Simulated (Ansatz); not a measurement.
This cell of BN (h-BN type, space group P6_3/mmc) is off equilibrium:

```
BN
1.0
    2.50643     0.00000     0.00000
   -1.25322     2.17063     0.00000
    0.00000     0.00000     6.61383
B N
2 2
Direct
  0.33333   0.66667   0.27631
  0.66667   0.33333   0.75000
  0.33333   0.66667   0.75000
  0.66667   0.33333   0.25000
```

Calculation: PBE-D3(BJ) (plane waves to 420 eV, PAW, scalar-relativistic; Ansatz, a program for electronic structure). k mesh 12×12×4 (Γ-centred), Fermi-Dirac smearing 0.05 eV. E stands for the smeared free energy. Compression counts positive. BN was relaxed with its symmetry unable to fall.

### Question
What forces act on the atoms (eV/Å, Cartesian)?

### Answer
```tsv
atom	Fx	Fy	Fz
B1	0.000	0.000	-2.337
B2	0.000	0.000	0.165
N3	0.000	0.000	-0.130
N4	0.000	0.000	2.302
```

### Question
What is the stress tensor (GPa)?

### Answer
```
  -0.43     0.00     0.00
   0.00    -0.43     0.00
   0.00     0.00    -2.07
```
The pressure, a third of the trace, is -0.97 GPa.

### Question
In it atom 1 sits (0.000, 0.000, 0.174) Å away from its relaxed site. What is its energy relative to the relaxed cell?

### Answer
203 meV/cell.

(A displaced cell: forces are minus the slopes of the energy, force constants its curvatures, and phonons follow from these.)
